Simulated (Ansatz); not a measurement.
CH2O on the (110) surface of C, space group Fd-3m (No. 227) (top face towards +c; held atoms: 1, 2, 3, 4, 5, 6, 7, 8, 9, 10, 11, 12, 13, 14, 15, 16, 17, 18, 19, 20, 21, 22, 23, 24), one molecule per 35.8 Å². Starting structure (flat, lowest atom C over a top C site; the molecule's atoms stand last):

```xyz
52
Lattice="5.0302 0.0000 0.0000 0.0000 7.1138 0.0000 0.0000 0.0000 24.2877" Properties=species:S:1:pos:R:3 pbc="T T T"
C     1.2575    3.5569    8.0000
C     1.2575    0.0000    8.0000
C     3.7726    3.5569    8.0000
C     3.7726    0.0000    8.0000
C     2.5151    4.4461    8.0000
C     2.5151    0.8892    8.0000
C     0.0000    4.4461    8.0000
C     0.0000    0.8892    8.0000
C     2.5151    5.3353    9.2575
C     2.5151    1.7784    9.2575
C     0.0000    5.3353    9.2575
C     0.0000    1.7784    9.2575
C     3.7726    6.2246    9.2575
C     3.7726    2.6677    9.2575
C     1.2575    6.2246    9.2575
C     1.2575    2.6677    9.2575
C     3.7726    0.0000   10.5151
C     3.7726    3.5569   10.5151
C     1.2575    0.0000   10.5151
C     1.2575    3.5569   10.5151
C     0.0000    0.8892   10.5151
C     0.0000    4.4461   10.5151
C     2.5151    0.8892   10.5151
C     2.5151    4.4461   10.5151
C     0.0000    1.7824   11.7661
C     0.0000    5.3393   11.7661
C     2.5151    1.7824   11.7661
C     2.5151    5.3393   11.7661
C     1.2575    2.6637   11.7661
C     1.2575    6.2206   11.7661
C     3.7726    2.6637   11.7661
C     3.7726    6.2206   11.7661
C     1.2575    3.5897   13.0628
C     1.2575    0.0329   13.0628
C     3.7726    3.5897   13.0628
C     3.7726    0.0329   13.0628
C     2.5151    4.4133   13.0628
C     2.5151    0.8564   13.0628
C     0.0000    4.4133   13.0628
C     0.0000    0.8564   13.0628
C     2.5151    5.4397   14.1279
C     2.5151    1.8828   14.1279
C     0.0000    5.4397   14.1279
C     0.0000    1.8828   14.1279
C     3.7726    6.1202   14.1279
C     3.7726    2.5633   14.1279
C     1.2575    6.1202   14.1279
C     1.2575    2.5633   14.1279
C     1.2575    2.5633   16.5479
O     1.6769    1.4182   16.5479
H     1.9530    3.3953   16.5479
H     0.1892    2.7495   16.5479
```

The calculation used Ansatz, DFT PBE+D3(BJ), scalar-relativistic, plane waves, PAW. Plane waves to 420 eV, a k mesh through Γ of 3×2×1 on the computed 52-atom cell and Gaussian smearing (0.05 eV); no spin polarisation. The cell repeats along c with a dipole correction in the vacuum.

E_ads is per molecule, from the clean relaxed slab and the free relaxed molecule; negative means bound; no zero-point or thermal terms, forces under 0.04 eV/Å, and the free molecule is spin-polarised where open-shell. Heights count from the highest slab atom.

(1) How strongly does it adsorb?

(2) Does the molecule survive, and how close does it come to the surface?

(3) How do the dipole along +c and the top face's work function change?

Each end is the local minimum that its start leads to. This ideal cut of an insulator has dangling bonds and is metallic here; real surfaces reconstruct or are passivated, and bind more weakly. The pieces were run without spin polarisation.

Spin polarisation was left out, and a magnetic state may lie lower.

Results:

(1) -2.48 eV.

(2) It splits into H + HCO. Its lowest atom lies 0.85 Å over the highest slab atom; shortest contacts H–C 1.10 Å, C–C 1.50 Å, O–C 1.52 Å.

(3) The dipole changes by +0.283 e·Å a cell, the work function by -1.39 eV.